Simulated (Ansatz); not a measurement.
InP:
```cif
data_In3P3
_chemical_formula_sum 'In3 P3'
_space_group_name_H-M_alt 'P6422'
_space_group_IT_number 181
_space_group_name_Hall 'P 64 2 (0 0 2)'
_cell_length_a 4.13822
_cell_length_b 4.13822
_cell_length_c 9.35104
_cell_angle_alpha 90.000
_cell_angle_beta 90.000
_cell_angle_gamma 120.000
loop_
_atom_site_label
_atom_site_type_symbol
_atom_site_symmetry_multiplicity
_atom_site_Wyckoff_symbol
_atom_site_fract_x
_atom_site_fract_y
_atom_site_fract_z
_atom_site_occupancy
In1 In 3 c 0.50000 0.00000 0.00000 1
P1 P 3 d 0.50000 0.00000 0.50000 1
```

Relaxed with r²SCAN.

Task: Tabulate the valence density and the electron localisation function along the shortest In–P contact (2.59 Å), plane-wave PAW r²SCAN (Ansatz code).

Result: 

| distance from In (Å) | density (e/Å³) | ELF |
|---|---|---|
| 0.26 | 9.98 | 0.00 |
| 0.39 | 7.20 | 0.01 |
| 0.52 | 4.63 | 0.07 |
| 0.65 | 2.67 | 0.16 |
| 0.78 | 1.41 | 0.22 |
| 0.91 | 0.77 | 0.22 |
| 1.04 | 0.51 | 0.22 |
| 1.17 | 0.42 | 0.32 |
| 1.30 | 0.42 | 0.56 |
| 1.42 | 0.47 | 0.77 |
| 1.55 | 0.55 | 0.86 |
| 1.68 | 0.66 | 0.89 |
| 1.81 | 0.75 | 0.88 |
| 1.94 | 0.76 | 0.81 |
| 2.07 | 0.63 | 0.53 |
| 2.20 | 0.40 | 0.11 |
| 2.33 | 0.18 | 0.00 |

The density is the valence pseudo-density with augmentation charge, so density and ELF within about 1 Å of a nucleus are not all-electron values.

Space group P6_422. The start of the workflow was typed in or built on a structure type; neither database checked (COD, Materials Project) lists it. It is not the phase usual at ambient conditions (space group No. 216). Symmetry was held in the r²SCAN relaxation; whether a distortion lowers the energy is not shown.

Potentials: the later of the program's two PAW sets.
